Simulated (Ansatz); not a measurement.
Ge:
```cif
data_Ge4
_chemical_formula_sum 'Ge4'
_space_group_name_H-M_alt 'P 1'
_space_group_IT_number 1
_cell_length_a 3.99763
_cell_length_b 3.99763
_cell_length_c 6.59406
_cell_angle_alpha 90.000
_cell_angle_beta 90.000
_cell_angle_gamma 120.000
loop_
_space_group_symop_operation_xyz
  'x, y, z'
loop_
_atom_site_label
_atom_site_type_symbol
_atom_site_fract_x
_atom_site_fract_y
_atom_site_fract_z
_atom_site_occupancy
Ge1 Ge 0.66667 0.33333 0.06285 1
Ge2 Ge 0.33333 0.66667 0.93715 1
Ge3 Ge 0.33333 0.66667 0.56285 1
Ge4 Ge 0.66667 0.33333 0.43715 1
```

Relaxed with PBEsol. DFT-PBEsol in the program Ansatz with PAW potentials gives no gap.

Q: What gap does HSE06 give on the same cell (Ansatz, PAW)?

A: 0.38 eV. The hybrid was solved on a coarser mesh and at special points; the gap given is the minimum over both. On such a mesh it can open a false gap in a semimetal.

```csv
k,v1 PBEsol,c1 PBEsol,v1 HSE06,c1 HSE06
Γ,-0.15,0.01,0.00,0.38
A,-0.97,0.52,___,___
K,-3.32,1.28,___,___
H,-2.13,1.09,-2.32,1.75
M,-1.55,0.35,___,___
L,-2.53,0.36,___,___
```

Q: Top valence (v1) and lowest conduction level (c1) in eV from each method's valence maximum (which need not be a listed point): supply the withheld HSE06 values.

A: 
- L, v1 HSE06: -2.76
- L, c1 HSE06: 0.95
- K, v1 HSE06: -3.62
- K, c1 HSE06: 1.85
- M, v1 HSE06: -1.71
- M, c1 HSE06: 0.92
- A, v1 HSE06: -1.06
- A, c1 HSE06: 1.22

Cost on shared cores: the PBEsol run (SCF on a 12×12×6 mesh, then bands and DOS) very roughly 27 core-seconds, the HSE06 run (SCF on 6×6×3, then a few points) about 90 core-seconds (a rough figure); the tasks are unlike.

Space group P6_3/mmc. The workflow started from a Materials Project entry (that database holds measured and hypothetical structures alike); the Crystallography Open Database copy checked does not list it. It is not the phase usual at ambient conditions (space group No. 227). The cell was relaxed with PBEsol under the symmetry of its start; its stability against distortions is not shown here. Scalar-relativistic: spin–orbit coupling is off unless named, which matters more the heavier the elements.

Potentials: the earlier of the program's two PAW sets. The files were generated under PBE; for other functionals the program regenerates the frozen cores, and for LDA and PBEsol the local potential too.
